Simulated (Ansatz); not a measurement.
**Al₃GaAs₄: phonons across the zone**

Computed with Ansatz 0.2.0, DFT PBE, scalar-relativistic, plane waves, PAW. Plane waves to 420 eV; Γ-centred k mesh 8×4×6; fixed occupations. No spin polarisation. Phonons by linear response, acoustic sum rule imposed.

Relaxed structure:
```
Al Ga As
1.0
     4.05498    0.00000    0.00000
     0.00000    8.10891    0.00000
     0.00000    0.00000    5.73024
Al Ga As
3 1 4
Direct
  0.00000 0.00000 0.00033
  0.50000 0.24972 0.50001
  0.50000 0.75028 0.50001
  0.00000 0.50000 0.99987
  0.00000 0.75078 0.74912
  0.50000 0.00000 0.24987
  0.00000 0.24922 0.74912
  0.50000 0.50000 0.25168
```

The structure comes from a generated guess, relaxed at this level; another structure or a mixture of phases may lie lower. The q mesh is coarse, so values between its points are rough.

Force constants from linear response on a 2×1×1 q mesh.

Path: Γ–X–S–Y–Γ–Z–U–R–T–Z | X–U | Y–T | S–R. Only the points of the 2×1×1 mesh were computed; the rest is interpolation, which is rough on so few points. On the mesh no mode is imaginary. Distance along the path (Å⁻¹), then the branches (cm⁻¹, negative for imaginary; the LO field is included):
```
0.000  0 0 0 76 86 90 94 110 121 167 168 207 228 240 245 318 319 323 330 343 344 347 366 369
0.194  22 26 54 83 88 94 105 106 116 171 173 203 229 239 244 315 316 331 333 340 344 344 361 368
0.387  49 54 88 88 93 99 104 107 128 183 188 195 230 233 244 313 316 330 333 334 344 351 351 363
0.581  67 78 87 92 93 96 103 131 143 184 197 203 227 231 241 314 317 321 327 332 337 348 358 361
0.775  74 81 86 90 95 99 115 120 167 167 205 209 226 231 239 316 317 320 324 330 332 344 361 363
0.872  75 82 86 92 95 100 114 119 168 168 203 208 226 232 240 316 317 319 324 330 332 344 361 363
0.969  78 84 85 95 95 102 112 117 171 172 197 203 226 234 240 316 318 318 326 331 332 343 360 363
1.065  80 85 87 95 98 104 110 114 175 178 191 196 226 236 240 316 318 318 327 331 332 342 360 362
1.162  81 86 88 94 100 103 109 113 179 184 186 190 226 237 239 316 318 318 328 331 333 342 360 362
1.356  56 75 79 94 106 110 112 125 165 172 188 193 225 236 241 316 317 321 327 331 334 346 361 363
1.550  30 54 68 82 114 114 116 121 142 146 189 193 228 235 242 316 316 323 326 333 342 354 362 364
1.743  29 39 59 70 101 102 108 115 124 129 193 195 234 236 240 311 317 329 329 338 347 359 362 362
1.937  32 41 53 64 90 95 99 100 127 128 195 196 236 237 239 309 317 335 337 338 340 358 362 366
2.034  28 33 57 70 79 90 98 110 122 135 190 200 235 236 241 309 318 334 335 340 341 355 363 367
2.131  18 20 53 65 87 90 96 103 129 143 184 204 233 236 243 312 318 331 332 342 342 352 365 368
2.228  -10 10 30 72 88 93 94 102 126 155 177 206 232 236 245 315 319 327 330 343 343 348 366 370
2.324  0 0 0 76 86 90 94 110 121 167 168 207 232 236 245 318 319 323 330 343 344 347 366 370
2.393  8 8 19 76 86 90 93 109 119 168 169 205 228 236 250 318 320 323 330 343 343 344 363 377
2.530  24 24 55 75 86 86 90 99 112 177 178 196 228 236 250 319 321 322 330 341 341 344 363 377
2.667  38 39 74 78 82 84 86 95 104 176 187 193 226 237 250 321 321 324 330 338 339 345 363 377
2.804  51 52 68 68 78 80 85 99 124 152 193 200 224 237 249 320 324 328 330 335 336 345 364 377
2.969  57 58 65 70 78 84 90 99 138 141 194 201 224 237 248 320 324 329 331 334 335 344 362 375
3.163  63 71 73 81 91 98 109 116 147 149 192 195 224 236 244 322 322 332 333 334 336 338 353 365
3.357  70 79 79 89 99 102 129 134 170 172 190 194 226 228 242 320 323 326 329 332 341 341 342 353
3.550  75 75 84 97 106 112 129 131 188 191 196 200 218 226 238 317 318 323 326 330 335 346 346 346
3.696  74 77 86 97 109 114 127 129 190 194 200 201 215 226 237 316 317 323 326 330 334 344 347 347
3.793  73 85 93 98 106 109 131 131 189 192 199 200 215 227 237 317 318 323 326 330 334 344 346 347
3.889  72 95 97 102 103 110 130 134 187 188 197 199 215 229 236 317 319 323 326 330 334 343 345 347
3.986  70 95 101 101 110 119 124 133 186 187 195 198 214 231 234 318 319 322 326 330 334 342 344 347
4.132  70 92 99 101 114 120 124 132 181 185 193 195 217 232 235 319 320 322 327 330 334 343 344 347
4.325  71 82 92 99 115 118 129 130 164 171 176 179 229 234 239 323 324 326 328 330 340 342 343 351
4.519  67 75 82 94 103 104 116 118 154 159 161 166 236 237 245 325 328 328 329 337 339 340 350 360
4.713  60 62 69 79 89 90 96 105 154 156 162 163 237 238 251 324 328 329 330 335 337 346 358 368
4.858  54 62 67 75 86 88 91 104 150 155 163 168 236 237 252 324 328 328 330 335 336 348 360 369
4.955  55 61 66 77 82 85 90 101 143 147 176 180 234 237 251 322 327 328 330 335 336 347 361 372
5.052  55 61 63 73 78 80 88 99 139 142 187 192 229 237 250 321 325 328 330 335 335 346 362 374
5.149  54 57 66 66 78 79 86 99 138 140 193 200 224 237 249 320 324 328 330 334 335 345 364 376
5.197  74 81 86 90 95 99 115 120 167 167 205 209 226 231 239 316 317 320 324 330 332 344 361 363
5.334  75 83 86 95 100 102 110 116 172 173 203 208 225 230 239 316 318 320 323 330 332 344 360 361
5.471  76 83 85 104 105 107 111 112 182 185 198 206 222 229 239 316 319 320 322 330 333 344 355 356
5.608  76 78 85 100 107 112 121 124 190 192 197 203 217 227 238 316 318 321 325 330 333 344 350 350
5.745  75 76 85 97 109 115 126 129 190 194 201 202 215 226 237 316 317 323 326 330 334 345 347 347
5.814  33 40 54 65 90 97 99 101 126 128 194 195 236 236 240 309 317 335 338 338 340 358 361 366
5.951  38 39 56 69 87 97 108 111 118 128 190 191 236 236 243 311 319 335 338 338 338 355 358 367
6.088  46 50 59 79 82 94 104 110 130 135 181 182 236 237 248 316 323 335 335 337 337 349 359 368
6.225  53 61 64 76 88 90 92 105 149 150 168 168 237 237 251 322 327 331 331 335 336 348 360 369
6.293  81 86 88 94 100 103 109 113 179 184 186 190 226 237 239 316 318 318 328 331 333 342 360 362
6.431  74 85 88 101 103 105 112 119 179 184 187 191 225 237 239 317 318 319 326 332 332 342 358 360
6.568  70 87 91 99 114 115 116 126 181 183 189 193 221 235 237 318 318 321 323 331 333 342 353 356
6.705  70 92 97 100 115 120 121 131 184 185 193 196 217 233 235 319 320 321 324 330 333 342 347 350
6.842  70 94 101 101 113 121 122 132 185 187 195 197 214 232 234 319 319 322 326 330 334 342 344 347
```
